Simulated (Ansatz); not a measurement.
## Ta3N: changing the functional

```
Ta N
1.0
     3.03222    0.00000    0.00000
    -1.51611    2.62598    0.00000
     0.00000    0.00000    7.52414
Ta N
3 1
Direct
  0.66667 0.33333 0.82607
  0.33333 0.66667 0.17393
  0.00000 0.00000 0.50000
  0.00000 0.00000 0.00000
```

The cell comes from a database or a generator and needn't be the stable form of this composition.

Kept alike: task equation of state; k mesh 10 × 10 × 4; occupations fermi-dirac, width 0.05 eV; no spin polarisation. Program: Ansatz, Ansatz PAW. Cutoffs run from 420 to 500 eV. The mesh is that of the run's cell of 4 atoms. No spin-orbit coupling.

| run | volume (Å³/atom) | bulk modulus (GPa) |
| --- | --- | --- |
| A | 14.745 | 262.6 |
| B | 14.200 | 278.5 |
| C | 14.933 | 247.9 |

Volume and modulus come from cells scaled at fixed shape and fractions; off cubic symmetry such a modulus can lie above the relaxed one. All rows use potentials made for PBE.

Q: The runs differ in the functional (and the cutoff that goes with it) alone: LDA; PBE; r2SCAN. Which run is which?

A: Run A is r2SCAN; run B is LDA; run C is PBE. The volume runs from 14.200 (LDA) to 14.933 Å³/atom (PBE). From PBE: LDA -0.733; r2SCAN -0.188. The bulk modulus runs from 247.9 (PBE) to 278.5 GPa (LDA). From PBE: LDA +30.6; r2SCAN +14.7.
